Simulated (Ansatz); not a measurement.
The relaxed structure here is a generated cell of SnO2: the first start was made by placing the elements on the sites of a structure type, and the end was not matched to a known phase here, so it may be hypothetical. Known forms of SnO2 include space group No. 136.

The end point of a relaxation of SnO₂. Space group Cmm2 (No. 35). Calculation: PBEsol (plane waves to 420 eV, PAW, scalar-relativistic; Ansatz, a program for electronic structure).

```cif
data_O16Sn8
_chemical_formula_sum 'Sn8 O16'
_space_group_name_H-M_alt 'Cmm2'
_space_group_IT_number 35
_space_group_name_Hall 'C 2 -2'
_cell_length_a 6.68956
_cell_length_b 11.23749
_cell_length_c 4.02483
_cell_angle_alpha 90.000
_cell_angle_beta 90.000
_cell_angle_gamma 90.000
loop_
_atom_site_label
_atom_site_type_symbol
_atom_site_symmetry_multiplicity
_atom_site_Wyckoff_symbol
_atom_site_fract_x
_atom_site_fract_y
_atom_site_fract_z
_atom_site_occupancy
Sn1 Sn 4 e 0.00000 0.32853 0.17857 1
Sn2 Sn 4 d 0.22279 0.00000 0.68691 1
O1 O 4 c 0.25000 0.25000 0.25118 1
O2 O 4 e 0.00000 0.12047 0.71117 1
O3 O 4 e 0.00000 0.38418 0.68694 1
O4 O 4 d 0.30812 0.00000 0.18832 1
```
(The calculation used a cell of 12 atoms; values per cell refer to that cell.)

Question: Predict the band gap from PBEsol.

Answer: 0.26 eV, indirect (valence top at Z, conduction bottom at Γ) (no spin-orbit coupling).

Question: What smallest direct gap does PBEsol give?

Answer: 0.45 eV at Γ.

No spin polarisation in the result.

The run could not lose the symmetry of its start, so the end can be a saddle point.
